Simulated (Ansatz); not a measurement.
CuSe:
Space group P6₃/mmc (No. 194); a = 3.985 Å, b = 3.985 Å, c = 17.360 Å, α = 90.00°, β = 90.00°, γ = 120.00°

```json
[
 {"atom": "Cu", "site": "2d", "symmetry": "-6m2", "x": "0.6667", "y": "0.3333", "z": "0.2500"},
 {"atom": "Cu", "site": "4f", "symmetry": "3m.", "x": "0.3333", "y": "0.6667", "z": "0.1080"},
 {"atom": "Se", "site": "2c", "symmetry": "-6m2", "x": "0.3333", "y": "0.6667", "z": "0.2500"},
 {"atom": "Se", "site": "4e", "symmetry": "3m.", "x": "0.0000", "y": "0.0000", "z": "0.0692"}
]
```

Relaxed at zero pressure with r²SCAN (plane waves, PAW; program Ansatz).

Question: The volume is raised by 9 % and shape and atoms relax at that volume. What pressure results, and how do the axes share the change?

Answer: -5.1 GPa; a 2.5 %, b 2.5 %, c 3.7 %; the energy rises by 31 meV/atom.

Question: Give the new structure.

Answer: 
Space group P6₃/mmc (No. 194); a = b = 4.085 Å, c = 18.001 Å, α = β = 90.00°, γ = 120.00°

```json
[
 {"atom": "Cu", "site": "2d", "symmetry": "-6m2", "x": "0.6667", "y": "0.3333", "z": "0.2500"},
 {"atom": "Cu", "site": "4f", "symmetry": "3m.", "x": "0.3333", "y": "0.6667", "z": "0.1073"},
 {"atom": "Se", "site": "2c", "symmetry": "-6m2", "x": "0.3333", "y": "0.6667", "z": "0.2500"},
 {"atom": "Se", "site": "4e", "symmetry": "3m.", "x": "0.0000", "y": "0.0000", "z": "0.0679"}
]
```

The phase is kept; no other phase was compared at this pressure.

Space group P6_3/mmc. The workflow started from an entry of the Crystallography Open Database (COD). Its standing as an ambient phase is unchecked. The cell was relaxed with r²SCAN under the symmetry of its start; whether a distortion lowers the energy is not shown. No spin polarisation was allowed.

Potentials: the later of the program's two PAW sets.
